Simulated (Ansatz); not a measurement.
Mo$_{2}$RuSe$_{4}$ in space group P-1 (No. 2; Pearson symbol aP14), DFT-PBE in the program Ansatz with PAW potentials, all energies at zero smearing, with the estimated change up to a 700 eV cutoff added, with one set of potentials and settings (totals compare only within such a set). Cell of 14 atoms (4 Mo, 2 Ru, 8 Se): -75342.326 eV.

| element | reference phase | E (eV/atom) |
|---|---|---|
| Mo | Im-3m, 1 atoms in the cell | -4956.0212 |
| Ru | P6_3/mmc, 2 atoms in the cell | -5878.6876 |
| Se | P3_121, 3 atoms in the cell | -5469.0798 |

Formation energy per atom, worked out: (-75342.326 − 4×(-4956.0212) − 2×(-5878.6876) − 8×(-5469.0798))/14 = -0.588 eV/atom (-57 kJ per mol of atoms), at 0 K, without zero-point energy or fitted corrections.

The workflow started from a Materials Project entry (that database holds measured and hypothetical structures alike); the Crystallography Open Database copy checked does not list it. With Mo and Ru taken as one species the cell has the higher symmetry R-3, so it may be an ordered model of a mixed-site phase. Its standing as an ambient phase is unchecked. Symmetry was held in the PBE relaxation; whether a distortion lowers the energy is not shown. The run is not spin-polarised. The references are the lowest solids computed at this level, not always the standard phases.

Potentials: the later of the program's two PAW sets.
